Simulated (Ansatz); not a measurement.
Ta₃Ge:
```
Ta3Ge
1.0
   10.25181     0.00000     0.00000
    0.00000    10.25181     0.00000
    0.00000     0.00000     5.25088
Ta Ge
24 8
Direct
  0.64931   0.51783   0.72011
  0.98217   0.14931   0.22011
  0.35069   0.48217   0.72011
  0.01783   0.85069   0.22011
  0.85069   0.98217   0.77989
  0.51783   0.35069   0.27989
  0.14931   0.01783   0.77989
  0.48217   0.64931   0.27989
  0.41469   0.09899   0.53332
  0.40101   0.91469   0.03332
  0.58531   0.90101   0.53332
  0.59899   0.08531   0.03332
  0.08531   0.40101   0.96668
  0.09899   0.58531   0.46668
  0.91469   0.59899   0.96668
  0.90101   0.41469   0.46668
  0.81208   0.71260   0.48485
  0.78740   0.31208   0.98485
  0.18792   0.28740   0.48485
  0.21260   0.68792   0.98485
  0.68792   0.78740   0.01515
  0.71260   0.18792   0.51515
  0.31208   0.21260   0.01515
  0.28740   0.81208   0.51515
  0.79632   0.97118   0.28362
  0.52882   0.29632   0.78362
  0.20368   0.02882   0.28362
  0.47118   0.70368   0.78362
  0.70368   0.52882   0.21638
  0.97118   0.20368   0.71638
  0.29632   0.47118   0.21638
  0.02882   0.79632   0.71638
```

This is the r²SCAN-relaxed structure.

Problem. All from plane-wave PAW r²SCAN (Ansatz code), unless another level is named. Estimate the electronic character.

Solution. metallic (no gap).

Problem. What about the formation energy from the elements (no fitted shifts)?

Solution. -0.33 eV/atom.

Problem. What about the density of states at the Fermi level?

Solution. 0.43 states/eV per atom (mean over ±0.08 eV).

Space group P4_2/n. The workflow started from a Materials Project entry (that database holds measured and hypothetical structures alike); the Crystallography Open Database copy checked does not list it. Whether it is the stable phase at ambient conditions was not checked. Symmetry was held in the r²SCAN relaxation; whether a distortion lowers the energy is not shown. No spin polarisation was allowed. The references are the lowest solids computed at this level, not always the standard phases. Spin–orbit coupling is left out wherever it is not named.

Potentials: the later of the program's two PAW sets.
